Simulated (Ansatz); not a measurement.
# GaIr: from a starting cell to a relaxed one

The start is a generated cell, GaIr placed in the AFLOW prototype AB_oC8_65_j_g (as in VIr). A full variable-cell relaxation at zero pressure is run with PBEsol (plane waves to 420 eV, PAW, scalar-relativistic; Ansatz, an electronic-structure program). First-step values are on the input's coarse k-mesh.

Ansatz input (later rounds restart from its end on a renewed k-mesh):
Ansatz 0.2 input:
```yaml
crystal:
  lattice:
    - [2.9705716, -3.361109, 0]
    - [2.9705716, 3.361109, 0]
    - [0, 0, 2.7820192]
  atoms:
    - { symbol: Ir, position: [0.78, 0.22, 0.5] }
    - { symbol: Ir, position: [0.22, 0.78, 0.5] }
    - { symbol: Ga, position: [0.28, 0.28, 0] }
    - { symbol: Ga, position: [0.72, 0.72, 0] }
basis: { ecutwfc: 420, ecutrho_ratio: 4, xc_grid: 2, fft_grid_basis: typed }
kpoints: { mp_grid: { grid: [7, 7, 12] } }
hamiltonian:
  xc: pbesol
  dispersion: none
  pseudopotentials: { kind: paw }
scf: { occupations: { method: fermi_dirac, width: 0.05 } }
relax: { f_tol: 0.01, max_steps: 100, cell: { stress_tol: 0.02 } }
output: { forces: true, stress: true }
```

Question: Which atoms feel the largest initial force, and how large is it?

Answer: 0.56 eV/Å, on Ir1, Ir2 (atoms numbered as listed).

Question: What symmetry does the relaxed structure have?

Answer: The space group goes from Cmmm (No. 65) to Pm-3m (No. 221); the end is CsCl type, with 2 atoms in the primitive cell.

Question: By how much does the energy per atom fall from start to end?

Answer: 0.08 eV/atom.

Question: What band gap does the relaxed structure have at this level?

Answer: No gap (metallic).

Question: Write out the relaxed structure.

Answer: 
Space group Pm-3m (No. 221); a = 3.0198 Å, b = 3.0198 Å, c = 3.0198 Å, α = 90.00°, β = 90.00°, γ = 90.00°

| atom | site | symmetry | x | y | z |
|---|---|---|---|---|---|
| Ir | 1a | m-3m | 0.0000 | 0.0000 | 0.0000 |
| Ga | 1b | m-3m | 0.5000 | 0.5000 | 0.5000 |

Final values are on a 15×15×15 k-mesh of the relaxed cell. No spin polarisation in the result.

The run could not lose the symmetry of its start.
